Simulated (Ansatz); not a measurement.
# Notes on ZnPd₅Au

```
CELL_PARAMETERS angstrom
3.80098 0.00000 0.00000
0.00000 3.80098 0.00000
0.00000 0.00000 6.67585
ATOMIC_POSITIONS crystal
Pd 0.50000 0.00000 0.72620
Pd 0.00000 0.50000 0.72620
Pd 0.50000 0.00000 0.27380
Pd 0.00000 0.50000 0.27380
Pd 0.00000 0.00000 0.00000
Zn 0.50000 0.50000 0.00000
Au 0.00000 0.00000 0.50000
```

Level: r2SCAN, no spin polarisation; 500 eV; 7×7×4 Γ-centred mesh; tetrahedron occupations; Ansatz 0.2.0, fixed geometry.

Task: What is the formation energy?

Result: 0.30 eV an atom against the elements' usual phases (free molecules for gases, crystals otherwise, with no correction for O₂ or N₂), so at this geometry it isn't bound against them. Relaxing would lower it.

Task: What does the stress say?

Result: The pressure is 42.5 GPa (compression positive), so with the atoms held at these fractions the cell would first expand; the forces are large, so a full relaxation may end otherwise. The principal stresses 41.7, 41.7, 44.2 GPa differ, so its shape would change too.

Task: What happens at the Fermi level?

Result: It is a metal, with about 5.7 states/eV a cell as the mean within 0.25 eV of the Fermi level, mostly Pd d (75 %).

Task: What do density and ELF say about some of the short contacts?

Result: Pd–Au at 2.43 Å: least valence density 0.60 e/Å³ and ELF 0.22 there. Pd–Pd at 2.64 Å: least valence density 0.37 e/Å³ and ELF 0.21 there. Pd–Zn at 2.64 Å: least valence density 0.28 e/Å³ and ELF 0.20 there. These are pseudo-fields; inside the PAW spheres they differ from the all-electron ones.

Task: How is the charge shared?

Result: Bader charges in e: Zn +0.62, Pd -0.20 to -0.07, Au -0.13. In the mean Zn gives up most and Au takes most.

Origin: a known structure type with other elements, at an estimated volume, so it need not be a known compound. Caveats: empty levels are not fully converged; atoms or cell far from equilibrium; forces and stress under tetrahedra may miss the slope of the energy.
